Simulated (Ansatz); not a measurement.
SnF$_{3}$:
```yaml
crystal:
  lattice:
    - [0.00000, 4.35100, 4.35100]
    - [4.35100, 0.00000, 4.35100]
    - [4.35100, 4.35100, 0.00000]
  atoms:
    - { symbol: Sn, position: [0.50000, 0.50000, 0.50000] }
    - { symbol: Sn, position: [0.00000, 0.00000, 0.00000] }
    - { symbol: F, position: [0.72737, 0.27263, 0.72737] }
    - { symbol: F, position: [0.27263, 0.72737, 0.27263] }
    - { symbol: F, position: [0.72737, 0.27263, 0.27263] }
    - { symbol: F, position: [0.27263, 0.72737, 0.72737] }
    - { symbol: F, position: [0.72737, 0.72737, 0.27263] }
    - { symbol: F, position: [0.27263, 0.27263, 0.72737] }
```

Relaxed with r²SCAN. Independent-particle spectrum: no excitons, no local fields, no scissors shift; 0.1 eV broadening; ε₁ of the summed bands alone.

**Question.** Tabulate the dielectric function from r²SCAN (plane waves, PAW; program Ansatz).

**Answer.** 

```
E (eV)  ε₁ xx  ε₂ xx
------  -----  -----
0.0      2.35   0.00
0.4      2.35   0.00
0.8      2.37   0.00
1.2      2.40   0.00
1.6      2.45   0.00
2.0      2.52   0.00
2.4      2.62   0.00
2.8      2.79   0.00
3.2      3.08   0.00
3.6      3.79   0.00
4.0      5.69   4.00
4.4      0.54   2.30
4.8      1.05   0.93
5.2      1.68   0.34
5.6      2.72   0.20
6.0      2.33   2.29
6.4      1.51   1.62
6.8      1.57   1.49
7.2      1.17   1.41
7.6      0.93   1.06
8.0      1.23   0.69
8.4      1.37   0.53
8.8      2.01   0.99
9.2      1.91   0.94
9.6      2.19   2.03
10.0     0.55   1.77
10.4     0.47   0.76
10.8     0.81   0.61
11.2     0.79   0.55
11.6     1.17   0.39
12.0     0.97   0.74
```

**Question.** From ε at 4.5 eV (xx: 0.67 + 1.76i), find n, k, the normal reflectivity and the absorption coefficient.

**Answer.** n = 1.13, k = 0.779, R = 12 %, α = 2kE/ħc = 360000 cm⁻¹.

With all bands, ε∞ without local fields is 2.52.

Space group Fm-3m. The first step of the workflow began from a Materials Project structure, measured or hypothetical; the Crystallography Open Database files this formula in space group No. 225, but the cells were not matched. Its standing as an ambient phase is unchecked. The r²SCAN relaxation kept the symmetry of its start; its stability against distortions is not shown here. Spin–orbit coupling is left out wherever it is not named.

Potentials: the later of the program's two PAW sets.
